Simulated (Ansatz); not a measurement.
Geometry optimisation in Ansatz: input, command and trajectory.

```yaml
crystal:
  lattice:
    - [2.5257025187, 0.0, 0.0]
    - [-1.2628512594, 2.1873225436, 0.0]
    - [0.0, 0.0, 6.940186761]
  atoms:
    - { symbol: B, position: [0.3333333333, 0.6666666667, 0.25] }
    - { symbol: B, position: [0.6666666667, 0.3333333333, 0.75] }
    - { symbol: "N", position: [0.3333333333, 0.6666666667, 0.75] }
    - { symbol: "N", position: [0.6666666667, 0.3333333333, 0.25] }
basis:
  ecutwfc: 500
kpoints:
  mp_grid: { grid: [12, 12, 4] }
hamiltonian:
  xc: r2scan
scf:
  occupations: { method: gaussian, width: 0.02 }
output:
  forces: true
  stress: true
  eigenvalues: true
relax:
  adjacent_minimum: "off"
  f_tol: 0.01
  max_steps: 30
  cell: { stress_tol: 0.1, fix: [volume] }
```

```bash
ansatz run input.yaml --threads 1 --pin off --max-ram 2560MiB --backend cpu --events-out ev --progress --plain --runs-dir out
```

Level of theory: Ansatz 0.2.0, DFT r2SCAN, scalar-relativistic, plane waves, PAW.

The volume is held at 1.03 times that of the relaxed cell.

Of 4 frames 3 are shown, positions in Å and forces in eV/Å; the SCF threshold varies from step to step. Steps run on the plane waves of an earlier cell, with a Pulay correction in the pressure. The basis is chosen afresh for the last frame, the zero of the energies, and at times for earlier ones too; energy and pressure step there, also at an unchanged geometry.

```xyz
4
Lattice="2.5257 0.0000 0.0000 -1.2629 2.1873 0.0000 0.0000 0.0000 6.9402" Properties=species:S:1:pos:R:3:forces:R:3 pbc="T T T" step=1 free_energy_over_end_meV_per_atom=5.63 pressure_GPa=-6.76
B     0.0000    1.4582    1.7350    0.0000    0.0000    0.0000
B     1.2629    0.7291    5.2051    0.0000    0.0000    0.0000
N     0.0000    1.4582    5.2051    0.0000    0.0000    0.0000
N     1.2629    0.7291    1.7350    0.0000    0.0000    0.0000
4
Lattice="2.5108 0.0000 0.0000 -1.2554 2.1744 0.0000 0.0000 0.0000 7.0230" Properties=species:S:1:pos:R:3:forces:R:3 pbc="T T T" step=2 free_energy_over_end_meV_per_atom=0.79 pressure_GPa=-2.84
B     0.0000    1.4496    1.7558    0.0000    0.0000    0.0000
B     1.2554    0.7248    5.2673    0.0000    0.0000    0.0000
N     0.0000    1.4496    5.2673    0.0000    0.0000    0.0000
N     1.2554    0.7248    1.7558    0.0000    0.0000    0.0000
4
Lattice="2.5019 0.0000 0.0000 -1.2510 2.1667 0.0000 0.0000 0.0000 7.0727" Properties=species:S:1:pos:R:3:forces:R:3 pbc="T T T" step=4 free_energy_over_end_meV_per_atom=0.00 pressure_GPa=-0.45
B     0.0000    1.4445    1.7682    0.0000    0.0000    0.0000
B     1.2510    0.7222    5.3045    0.0000    0.0000    0.0000
N     0.0000    1.4445    5.3045    0.0000    0.0000    0.0000
N     1.2510    0.7222    1.7682    0.0000    0.0000    0.0000
```

It took 16 s on 1 thread of Arm Neoverse V1, with other jobs on the host, peak memory 0.41 GiB.

The cell holds layers, and r2SCAN describes their binding at middle range but leaves out its long-range dispersion part.